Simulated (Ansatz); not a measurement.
## Pressure coefficients of TiO₂

Space group P4_2/mnm (No. 136). a = 4.594 Å, b = 4.594 Å, c = 2.959 Å, α = 90.00°, β = 90.00°, γ = 90.00°
```
atom  site  symmetry       x       y       z
  Ti    2a      m.mm  0.0000  0.0000  0.0000
   O    4f      m.2m  0.3060  0.3060  0.0000
```

The runs use the primitive cell with vectors (4.594, 0.000, 0.000), (0.000, 4.594, 0.000), (0.000, 0.000, 2.959) Å, to which the k mesh refers.

Symmetry: P4_2/mnm, No. 136, tetragonal system. The conventional cell has a = 4.594 Å, b = 4.594 Å, c = 2.959 Å, α = 90.00°, β = 90.00°, γ = 90.00°. Around Ti (site symmetry mmm) lie 6 O at 1.94 to 1.99 Å. O (site symmetry m2m) is surrounded by 3 Ti at 1.94 to 1.99 Å.

The cell comes from COD entry 9007432, which wasn't checked; take it as a given geometry.

Computed with DFT, LDA, all-electron LAPW, scalar-relativistic (Ansatz 0.2.0).

The runs use a Γ-centred 7×7×10 k mesh, Fermi–Dirac smearing of 0.05 eV, basis error target 0.5 meV/atom, no spin polarisation.

The cell is scaled evenly with fractional coordinates held. Semilocal gaps are too small, but their slopes carry over better.

```tsv
V/V(cell)	P (GPa)	gap on the k mesh (eV)
0.9800	-2.86	1.896
1.0000	-7.70	1.847
1.0100	-9.92	1.822
1.0400	-15.92	1.751
```

(1) From the rows at 0.9800 and 1.0100, what is the bulk modulus at the cell's volume?

(2) What are the gap's volume deformation potential and pressure coefficient?

(3) Predict the row at V/V(cell) = 0.9400. How far is a linear estimate of P off?

## Answers

(1) B = −ΔP/Δln V = −[(-9.92) − (-2.86)]/0.03015 = 234.1 GPa. This is the modulus at -7.70 GPa, not at zero pressure.

(2) dEg/dln V = (1.822 − 1.896)/0.03015 = -2.45 eV, and dEg/dP = −(dEg/dln V)/B = 10 meV/GPa: pressure widens the gap.

(3) P = 8.54 GPa, gap 1.998 eV. The linear estimate P(cell) − B ln(V/V(cell)) = 6.79 GPa misses by 1.75 GPa, since the modulus grows under compression.
